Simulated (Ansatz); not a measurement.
Data:

Rb$_{2}$LiInCl$_{6}$:
Space group Fm-3m (No. 225); a = 10.0916 Å, b = 10.0916 Å, c = 10.0916 Å, α = 90.00°, β = 90.00°, γ = 90.00°

```tsv
atom	site	symmetry	x	y	z
Rb	8c	-43m	0.2500	0.2500	0.2500
Li	4b	m-3m	0.5000	0.5000	0.5000
In	4a	m-3m	0.0000	0.0000	0.0000
Cl	24e	4m.m	0.0000	0.0000	0.2487
```
(The calculation used a cell of 10 atoms; values per cell refer to that cell.)

This is the PBEsol-relaxed structure.

Problem. All from PBEsol (plane waves, PAW; program Ansatz), unless another level is named. Give the bulk modulus (Birch–Murnaghan fit).

Solution. 24.4 GPa.

Problem. And the elastic constants (relaxed ions, GPa)?

Solution. C11 = 40.6, C12 = 16.6, C44 = 14.2.

The workflow started from a Materials Project entry (that database holds measured and hypothetical structures alike); the Crystallography Open Database copy checked does not list it. Whether it is the stable phase at ambient conditions was not checked. The cell was relaxed with PBEsol under the symmetry of its start; its stability against distortions is not shown here.

Potentials: the later of the program's two PAW sets.
